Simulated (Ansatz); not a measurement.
Question: I (molecular I2 type, space group No. 64) is relaxed with plane-wave PAW r²SCAN (Ansatz code). What lattice parameters of the conventional cell result?

Answer: a = 7.742 Å, b = 4.635 Å, c = 9.857 Å.

Question: Give the free coordinates with the occupied sites.

Answer: In one choice of origin and axes:

```
atom  site  symmetry       x       y       z
----  ----  --------  ------  ------  ------
I       8f       m..  0.0000  0.1552  0.1200
```

Question: Is it a metal or does it have a gap at this level?

Answer: A gap of 1.24 eV, indirect.

Space group Cmce (molecular I2 type). The r²SCAN relaxation kept the symmetry of its start. A crystal of weakly bound units computed without a dispersion correction: the cell and the soft elastic constants depend strongly on that. Spin–orbit coupling is left out wherever it is not named.

Potentials: the earlier of the program's two PAW sets.
